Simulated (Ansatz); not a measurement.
The relaxed structure here is a generated cell of GeSe: the first start was made by placing the elements on the sites of a structure type, and the end was not matched to a known phase here, so it may be hypothetical. Known forms of GeSe include space group No. 62.

A relaxed structure of GeSe. Space group P6₃mc (No. 186). Computed with PBEsol (plane waves to 420 eV, PAW, scalar-relativistic; Ansatz, a quantum-chemistry and plane-wave program).

```cif
data_Ge2Se2
_chemical_formula_sum 'Ge2 Se2'
_space_group_name_H-M_alt 'P 1'
_space_group_IT_number 1
_cell_length_a 4.70996
_cell_length_b 4.70996
_cell_length_c 5.68332
_cell_angle_alpha 90.000
_cell_angle_beta 90.000
_cell_angle_gamma 120.000
loop_
_space_group_symop_operation_xyz
  'x, y, z'
loop_
_atom_site_label
_atom_site_type_symbol
_atom_site_fract_x
_atom_site_fract_y
_atom_site_fract_z
_atom_site_occupancy
Ge1 Ge 0.66667 0.33333 0.04186 1
Ge2 Ge 0.33333 0.66667 0.54186 1
Se1 Se 0.66667 0.33333 0.58334 1
Se2 Se 0.33333 0.66667 0.08334 1
```

```json
{
 "volume_per_atom": "27.30 Å³",
 "band_gap": "0.54 eV, indirect (valence top at H, conduction bottom at 73 % of the way from K to Γ) (no spin-orbit coupling)",
 "smallest_direct_gap": "0.88 eV at H",
 "shortest_distances": "Ge–Se 2.61 Å",
 "k-mesh": "8×8×6"
}
```

Band energies at high-symmetry points (eV from the VBM; labels of this space group; no spin-orbit coupling), from −5 eV up to 2.0 eV:

| point | energies |
|---|---|
| Γ | -4.17 -4.17 -2.47 -2.47 -2.44 0.63 0.63 |
| M | -4.90 -3.96 -2.90 -2.74 -0.72 |
| K | -4.51 -4.51 -3.41 -0.58 -0.58 |
| A | -3.42 -3.42 -3.42 -3.42 -1.97 -1.97 1.31 1.31 1.31 1.31 |
| L | -4.07 -4.07 -2.72 -2.72 -1.09 -1.09 0.95 0.95 |
| H | -4.72 -4.72 -2.10 -2.10 0.00 0.00 0.88 0.88 1.64 1.64 |

No spin polarisation in the result.

The run could not lose the symmetry of its start: the end is stationary, and may be a saddle point rather than a minimum.
